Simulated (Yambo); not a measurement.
```xyz
3
Lattice="3.5922 0.0000 0.0000 -1.7961 3.1110 0.0000 0.0000 0.0000 15.9000" Properties=species:S:1:pos:R:3 pbc="T T T"
S      0.0000     2.0740     1.4929
S      1.7961     1.0370    -1.4929
Sn     0.0000     0.0000     0.0000
```

Response from Yambo on PBE (stringent potentials; Quantum ESPRESSO, PseudoDojo norm-conserving, 102 Ry, scalar-relativistic) bands: 24×24×1 mesh, 50 bands, 2 Ry local-field block, 0.2 eV broadening.

Q: Give the static in-plane polarisability without and with local fields.

A: 
```tsv
field along	α(0), independent particles (Å)	α(0), RPA with local fields (Å)	screening length 2πα (Å)
x	3.60	3.16	19.8
```
Electronic (clamped-ion) response only. PBE gaps are usually too small, which raises these values. Convergence of the RPA response with its 24×24×1 mesh was not tested.

Spin-orbit coupling is not included.

Geometry strained from the cell relaxed with PBEsol, atoms relaxed again.
